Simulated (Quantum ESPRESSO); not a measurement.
## Mg2Au3RuScW (input and log of a self-consistent run)

Simulated, not a measurement. The program is pw.x of Quantum ESPRESSO 7.5 (plane-wave density functional theory). The cell is made up: eight metal atoms on a hexagonal close-packed lattice, with elements, volume, strain and displacements drawn at random and not relaxed, so it may be unstable or far from any real phase. PseudoDojo standard norm-conserving files set the functional (PBE unless stated); there is no spin polarisation or spin-orbit coupling, the Fermi-Dirac width of 0.25 eV means electrons at about 2900 K, and the masses in the input are unused placeholders. Heavy elements are run without spin-orbit coupling, which real alloys of them have. A spin test at this wide smearing found no moment, but such smearing suppresses magnetism that the real alloy may have.

Input:

```
&control calculation='scf', pseudo_dir='./dojo.nc.sr.pbe.v0_5.standard.upf', outdir='./o', disk_io='minimal', tprnfor=.true., tstress=.true. /
&system ibrav=0, nat=8, ntyp=5, nbnd=71, ecutwfc=84.00895049, nosym=.true., tot_charge=0,
 occupations='smearing', smearing='fd', degauss=0.0183746611
/
&electrons conv_thr=1.470e-08, electron_maxstep=70, mixing_beta=0.5 /
ATOMIC_SPECIES
Au 1.0 Au.upf
Mg 1.0 Mg.upf
Ru 1.0 Ru.upf
Sc 1.0 Sc.upf
W 1.0 W.upf
CELL_PARAMETERS angstrom
3.0073 0.0 0.0
0.0 5.2088 0.0
0.0 0.0 9.5123
ATOMIC_POSITIONS angstrom
Mg -0.0062 0.0278 0.0314
Au 0.0649 0.0407 4.7819
Ru 0.0095 1.7827 2.3468
Mg 0.0429 1.6841 7.1583
Sc 1.4707 2.648 -0.0288
Au 1.5116 2.6578 4.7018
W 1.5305 4.337 2.3205
Au 1.5121 4.3661 7.0901
K_POINTS automatic
8 5 3 1 1 1
```

The log is shortened where brackets say so; the opening notice, blank lines, dates and the lines on written files are dropped, and the path of the files is cut. It prints rydbergs, bohrs and kilobars, and counts compression as positive stress. Its total energy is the free energy E - TS of the whole cell.

```
     Program PWSCF v.7.5
     Parallel version (MPI & OpenMP), running on       4 processor cores
     Number of MPI processes:                 4
     Threads/MPI process:                     1
     [start-up lines left out]
     bravais-lattice index     =            0
     lattice parameter (alat)  =       5.6830  a.u.
     unit-cell volume          =    1005.5336 (a.u.)^3
     number of atoms/cell      =            8
     number of atomic types    =            5
     number of electrons       =       118.00
     number of Kohn-Sham states=           71
     kinetic-energy cutoff     =      84.0090  Ry
     charge density cutoff     =     336.0358  Ry
     scf convergence threshold =      1.5E-08
     mixing beta               =       0.5000
     number of iterations used =            8  plain     mixing
     Exchange-correlation= PBE
                           (   1   4   3   4   0   0   0)
     [axes and pseudopotential details left out]
   Cartesian axes
     site n.     atom                  positions (alat units)
         1        Mg     tau(   1) = (  -0.0020616   0.0092442   0.0104413  )
         2        Au     tau(   2) = (   0.0215808   0.0135337   1.5900974  )
         3        Ru     tau(   3) = (   0.0031590   0.5927909   0.7803678  )
         4        Mg     tau(   4) = (   0.0142653   0.5600040   2.3803079  )
         5        Sc     tau(   5) = (   0.4890433   0.8805241  -0.0095767  )
         6        Au     tau(   6) = (   0.5026436   0.8837828   1.5634622  )
         7        W      tau(   7) = (   0.5089283   1.4421574   0.7716224  )
         8        Au     tau(   8) = (   0.5028098   1.4518339   2.3576298  )
     number of k points=    60  Fermi-Dirac smearing, width (Ry)=  0.0184
                       cart. coord. in units 2pi/alat
        k(    1) = (   0.0625000   0.0577350   0.0526914), wk =   0.0333333
        k(    2) = (   0.0625000   0.0577350  -0.1580743), wk =   0.0333333
     [further k points left out]
     Dense  grid:   104745 G-vectors     FFT dimensions: (  36,  60, 108)
     Estimated max dynamical RAM per process >     406.14 MB
     Estimated total dynamical RAM >       1.51 GB
     Initial potential from superposition of free atoms
     starting charge     117.9941, renormalised to     118.0000
     Starting wfcs are   70 randomized atomic wfcs +    1 random wfcs
     total cpu time spent up to now is        5.4 secs
     per-process dynamical memory:   320.1 Mb
     Self-consistent Calculation
     iteration #  1     ecut=    84.01 Ry     beta= 0.50
     Davidson diagonalization with overlap
     ethr =  1.00E-02,  avg # of iterations =  3.0
     total cpu time spent up to now is       18.9 secs
     total energy              =   -1572.72186065 Ry
     estimated scf accuracy    <       7.13504678 Ry
     iteration #  2     ecut=    84.01 Ry     beta= 0.50
     Davidson diagonalization with overlap
     ethr =  6.05E-03,  avg # of iterations =  4.6
     total cpu time spent up to now is       35.2 secs
     total energy              =   -1570.30112013 Ry
     estimated scf accuracy    <     101.13052234 Ry
     iteration #  3     ecut=    84.01 Ry     beta= 0.50
     Davidson diagonalization with overlap
     ethr =  6.05E-03,  avg # of iterations =  5.0
     total cpu time spent up to now is       50.4 secs
     total energy              =   -1576.62780173 Ry
     estimated scf accuracy    <      16.67979745 Ry
     iteration #  4     ecut=    84.01 Ry     beta= 0.50
     Davidson diagonalization with overlap
     ethr =  6.05E-03,  avg # of iterations =  2.3
     total cpu time spent up to now is       62.1 secs
     total energy              =   -1577.29504879 Ry
     estimated scf accuracy    <       2.45862673 Ry
     iteration #  5     ecut=    84.01 Ry     beta= 0.50
     Davidson diagonalization with overlap
     ethr =  2.08E-03,  avg # of iterations =  3.9
     total cpu time spent up to now is       74.2 secs
     total energy              =   -1577.34803583 Ry
     estimated scf accuracy    <       1.71480950 Ry
     [iterations 6 to 13 left out]
     iteration # 14     ecut=    84.01 Ry     beta= 0.50
     Davidson diagonalization with overlap
     ethr =  1.75E-09,  avg # of iterations =  5.0
     total cpu time spent up to now is      187.8 secs
     total energy              =   -1577.40791779 Ry
     estimated scf accuracy    <       0.00000074 Ry
     iteration # 15     ecut=    84.01 Ry     beta= 0.50
     Davidson diagonalization with overlap
     ethr =  6.29E-10,  avg # of iterations =  2.0
     total cpu time spent up to now is      199.0 secs
     total energy              =   -1577.40791785 Ry
     estimated scf accuracy    <       0.00000010 Ry
     iteration # 16     ecut=    84.01 Ry     beta= 0.50
     Davidson diagonalization with overlap
     ethr =  8.19E-11,  avg # of iterations =  2.5
     total cpu time spent up to now is      210.9 secs
     total energy              =   -1577.40791785 Ry
     estimated scf accuracy    <       0.00000006 Ry
     iteration # 17     ecut=    84.01 Ry     beta= 0.50
     Davidson diagonalization with overlap
     ethr =  5.11E-11,  avg # of iterations =  2.0
     total cpu time spent up to now is      222.3 secs
     total energy              =   -1577.40791785 Ry
     estimated scf accuracy    <       0.00000011 Ry
     iteration # 18     ecut=    84.01 Ry     beta= 0.50
     Davidson diagonalization with overlap
     ethr =  5.11E-11,  avg # of iterations =  2.0
     total cpu time spent up to now is      233.4 secs
     End of self-consistent calculation
     [lines on levels left out]
!    total energy              =   -1577.40791786 Ry
     estimated scf accuracy    <          8.6E-09 Ry
     smearing contrib. (-TS)   =      -0.09672323 Ry
     internal energy E=F+TS    =   -1577.31119462 Ry
     The total energy is F=E-TS. E is the sum of the following terms:
     one-electron contribution =    -695.48829126 Ry
     hartree contribution      =     385.63287633 Ry
     xc contribution           =    -271.18443355 Ry
     ewald contribution        =    -996.27134614 Ry
     convergence has been achieved in  18 iterations
     Forces acting on atoms (cartesian axes, Ry/au):
     atom    1 type  2   force =    -0.00029436    0.00556111   -0.00233336
     atom    2 type  1   force =    -0.00358785    0.00616209   -0.03967489
     atom    3 type  3   force =    -0.00057120    0.00169932   -0.01700443
     atom    4 type  2   force =    -0.00432307    0.00088826   -0.05849940
     atom    5 type  4   force =     0.00318448    0.00341011    0.07009866
     atom    6 type  1   force =     0.00158439   -0.00744276   -0.01279663
     atom    7 type  5   force =     0.00134842   -0.00003473    0.03158460
     atom    8 type  1   force =     0.00265918   -0.01024339    0.02862546
     Total force =     0.111730     Total SCF correction =     0.000646
     Computing stress (Cartesian axis) and pressure
          total   stress  (Ry/bohr**3)                   (kbar)     P=      -57.74
  -0.00038564   0.00001439   0.00000731          -56.73        2.12        1.08
   0.00001439  -0.00054907   0.00003628            2.12      -80.77        5.34
   0.00000731   0.00003628  -0.00024284            1.08        5.34      -35.72
     init_run     :      5.08s CPU      5.30s WALL (       1 calls)
     electrons    :    222.90s CPU    228.00s WALL (       1 calls)
     forces       :      2.25s CPU      2.26s WALL (       1 calls)
     stress       :      7.87s CPU      7.88s WALL (       1 calls)
     [timing details left out]
     PWSCF        :   3m58.20s CPU   4m 3.61s WALL
     JOB DONE.
```

In other units: free energy -21461.728 eV for the cell, pressure -5.77 GPa, largest force component 1.802 eV/Å in size. The run took 245 s of wall time with four MPI processes on a shared machine (AMD EPYC, Zen 5, virtual cores), so the time is rough. A rerun of this cell at a higher cutoff and on a denser mesh moved values by no more than 0.004 eV in energy, 0.03 GPa in stress and 0.006 eV/Å in force, and a second program with other atomic files agreed on that cell to 2 % rms in force and 0.5 GPa in pressure.